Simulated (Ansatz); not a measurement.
**Tl (bcc): energy against volume**

These are results of Ansatz, DFT, LDA (PW92), plane waves (420 eV) with PAW, scalar-relativistic, not measurements. (PAW data from PBE, frozen cores regenerated.)

The cell is scaled uniformly from the relaxed one, with fractional coordinates and shape fixed. Energies are extrapolated to zero smearing, pressures are those at the given smearing. Magnetic state: spin not included.

A Birch-Murnaghan fit gives V₀ = 27.27 Å³/atom, B₀ = 43 GPa, B₀′ = 5.4.

**Question.** What are the energy above the minimum and the pressure at 24.000 Å³/atom?

**Answer.** 68.6 meV/atom and 7.75 GPa as computed.

**Question.** What are the energy above the minimum and the pressure at 26.182 Å³/atom?

**Answer.** 6.3 meV/atom and 1.97 GPa as computed.

**Question.** What are the energy above the minimum and the pressure at 30.546 Å³/atom?

**Answer.** 41.1 meV/atom and -3.54 GPa as computed.
